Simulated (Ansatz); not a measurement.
One starting cell of GaN (a generated cell, GaN built in the 4H structure type) was relaxed twice with Ansatz (plane waves, PAW, scalar-relativistic): with r2SCAN at 500 eV and with PBE at 420 eV. The r2SCAN result:

Space group P6₃mc (No. 186); a = b = 3.182 Å, c = 10.378 Å, α = β = 90.00°, γ = 120.00°

```csv
atom,site,symmetry,x,y,z
Ga,2a,3m.,0.0000,0.0000,0.0005
Ga,2b,3m.,0.3333,0.6667,0.2502
N,2a,3m.,0.0000,0.0000,0.3125
N,2b,3m.,0.3333,0.6667,0.0624
```

```csv
quantity,r2SCAN,PBE
space group,P6₃mc,P6₃mc
volume (Å³/atom),11.37,?
a (Å),3.182,?
c (Å),10.378,?
"gap (eV, no spin-orbit coupling)",2.26,?
```

Problem. What does PBE give for the same quantities?

Solution. 
- volume (Å³/atom), PBE: 11.76
- a (Å), PBE: 3.217
- c (Å), PBE: 10.496
- gap (eV, no spin-orbit coupling), PBE: 1.62

Both levels end in the same structure; PBE's volume is 3.4 % larger; its gap is 0.64 eV smaller. Neither column is exact.

No spin polarisation in the result.

The run could not lose the symmetry of its start.

The first start was generated by placing the elements on the sites of a structure type. A measured structure of GaN has the same space group, P6₃mc (No. 186); the sites were not compared with it.

Ansatz is a program for electronic structure.
